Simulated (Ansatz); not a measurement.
Ansatz (a first-principles code) input:

Ansatz 0.2 input:
```yaml
crystal:
  lattice:
    - [4.0702535927, 0.0, 0.0]
    - [0.0, 4.0702535927, 0.0]
    - [0.0, 0.0, 6.4049584312]
  atoms:
    - { symbol: Cu, position: [0.5, 0.5, 0.0] }
    - { symbol: Cu, position: [0.0, 0.0, 0.0] }
    - { symbol: I, position: [0.5, 0.0, 0.2635501064] }
    - { symbol: I, position: [0.0, 0.5, 0.7364498936] }
kpoints:
  mp_grid: { grid: [7, 7, 5] }
hamiltonian:
  xc: r2scan
  dispersion: d4
  pseudopotentials: { kind: paw }
scf:
  occupations: { method: fixed }
checkpoint: { read: static.run }
output: { bader: true, populations: true }
```

Output (shortened):

```
Pseudopotential: Cu, paw, valence charge 19
Pseudopotential: I, paw, valence charge 17
Functional definition: r2SCAN
Crystal: 4 atoms, lattice volume = 106.111 Å³
Basis set: ecut = 500 eV, 2711 PW (Γ), exchange–correlation on 120×120×192 points (64 copies of the dense FFT grid, shifted against one another)
Bands: 44, of which v1, the nominal top of the filled ones, is band 36 counted from 1 (35 counted from 0)
Symmetry: 16 space group operations
Space group: P4/nmm (ITA 129), of the structure as read, at distance tolerance 4.7e-5 Å
k-points: 30 of 245
Stability of the state it starts from, as read at its close in the unpolarized treatment …
iter 1 solved again at ethr=3.78e-7 eV; its pass at ethr=3.10e-3 eV (dr2=2.72e-4 eV) is discarded
SCF iter   1: F=—  HF=-28319.796838 eV  |F-HF|=—  |Δ(HF+E_count)|=         —  Δρ=1.08e-6  dr2=1.20e-9  dr2_τ=1.47e-11  ethr=3.78e-7  ⟨swp⟩=3.0  Hψ=7479  notcnv=0  defer=180
preconditioner: auto → Resta (q_TF=auto, 2.558 Å⁻¹)
SCF iter   2: F=—  HF=-28319.796841 eV  |F-HF|=—  |Δ(HF+E_count)|=   2.47e-6  Δρ=9.75e-7  dr2=6.40e-10  dr2_τ=2.23e-11  ethr=1.67e-12  ⟨swp⟩=14.3  Hψ=7663  notcnv=0
SCF iter   3: F=-28319.796841 eV  HF=-28319.796841 eV  |F-HF|=7.64e-11  |Δ(HF+E_count)|=  1.24e-10  Δρ=3.12e-7  dr2=1.18e-10  dr2_τ=2.65e-12  ethr=1.00e-12  ⟨swp⟩=1.0  Hψ=3042  notcnv=0
SCF 1 converged in 3 iterations: F = -28319.796841 eV  dr2 = 1.18e-10
SCF converged after 3 iterations
Free energy (F): -28319.796841 eV
Harris-Foulkes:  -28319.796841 eV  (|F-HF|=7.64e-11)
Internal energy: -28319.796841 eV  (E = F + TS)
E sigma→0 (E₀):  -28319.796841 eV
Fermi energy:    8.462027 eV
--- Per-component energies (eV) ---
  E_band       = -1776.621337
  E_kinetic    = 978.871376
  E_local      = -16842.452225  (includes V_loc(G=0)·N_el)
  E_nonlocal   = 639.905738
  E_hartree    = 7911.264338
  E_xc         = -405.152850
  E_vxc        = -521.508798  (∫ρ·V_xc dr)
  E_paw        = -13060.624118  (= ΣΔE_a)
  E_vpaw       = -1887.122323  (= ΣTr[D̂ρ^β])
  E_aug_tail   = 0.000237  (compensation charges beyond the density's cutoff)
  E_vtau       = 33.155604  (kinetic-family band-sum trace: ∫τ·v_τ [+ j·A + Jᵃ·Aᵃ] dr)
  E_ewald      = -7540.618050
  E_disp       = -0.535177  (pairwise vdW)
  E_core_change = -0.456110  (= ΣΔE_core)
  E_smearing   =  0.000000  (= −TS)
  E_closure    = 0.000000  (closes the sum)
  Σ components = -28319.796841   (vs F -28319.796841, Δ=0.00e0)
  [band-id]    e_kinetic+e_local+e_nonlocal+2·e_hartree+e_vxc+e_vpaw+e_augmentation_tail+e_vtau = -1776.621716   (vs E_band -1776.621337, Δ=-3.79e-4)
--- Band table (eV; the first three rows and the last of 30) ---
  k-point 0: bands = ["-106.9024", "-106.9009", "-62.7839", "-62.7839", "-62.7714", "-62.7714", "-62.7578", "-62.7555", "-38.0845", "-38.0844", "-38.0803", "-38.0803", "-38.0796", "-38.0796", "-38.0459", "-38.0456", "-38.0391", "-38.0388", "-6.0324", …
  k-point 1: bands = ["-106.9024", "-106.9009", "-62.7839", "-62.7839", "-62.7714", "-62.7714", "-62.7578", "-62.7555", "-38.0845", "-38.0844", "-38.0803", "-38.0803", "-38.0797", "-38.0797", "-38.0459", "-38.0456", "-38.0391", "-38.0388", "-5.9733", …
  k-point 2: bands = ["-106.9024", "-106.9009", "-62.7839", "-62.7839", "-62.7714", "-62.7714", "-62.7578", "-62.7555", "-38.0845", "-38.0844", "-38.0802", "-38.0802", "-38.0798", "-38.0798", "-38.0458", "-38.0457", "-38.0390", "-38.0389", "-5.8267", …
  k-point 29: bands = ["-106.9017", "-106.9016", "-62.7850", "-62.7844", "-62.7710", "-62.7704", "-62.7567", "-62.7566", "-38.0838", "-38.0838", "-38.0805", "-38.0804", "-38.0801", "-38.0801", "-38.0439", "-38.0439", "-38.0394", "-38.0394", "-5.0923", …
--- Löwdin populations: 4 sites ---
  site symbol       q [e]
     0     Cu     18.5255
     1     Cu     18.5255
     2      I     17.2889
     3      I     17.2889
  spilling = 0.005155 (of n_electrons = 72.000000)
--- Bader charges: 4 sites ---
  site symbol  charge [e]  shift [e]
     0     Cu      0.3641     0.0036
     1     Cu      0.3641     0.0036
     2      I     -0.3641     0.0036
     3      I     -0.3641     0.0036
  shift: an alarm, by how much a part of what the PAW files miss would move the charge. Where it is large, compare
  with a run on PAW files of another source; a small one proves nothing
  estimated error of the sums over rays = 2.9e-4 e
```

Cost: around 80 core-seconds (rough) on shared cores.

The first step of the workflow began from a Materials Project structure, measured or hypothetical; the Crystallography Open Database copy checked does not list it. It is not the phase usual at ambient conditions (space group No. 216). The r²SCAN+D4 relaxation kept the symmetry of its start; its stability against distortions is not shown here. No spin polarisation was allowed. Spin–orbit coupling is left out wherever it is not named.

Potentials: the later of the program's two PAW sets.

Ansatz is a plane-wave DFT program.
